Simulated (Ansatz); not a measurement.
According to the program Ansatz at the r²SCAN level (PAW), Ga in the α-Ga structure (Cmce) relaxes to a = 4.472 Å, b = 7.595 Å, c = 4.525 Å.

Electronic character: metallic (no gap).

The cell was relaxed with r²SCAN under the symmetry of its start. Axis ratios of metals converge slowly with the k-mesh, so a and c are less sure than the volume. Scalar-relativistic: spin–orbit coupling is off unless named, which matters more the heavier the elements.

Potentials: the later of the program's two PAW sets.
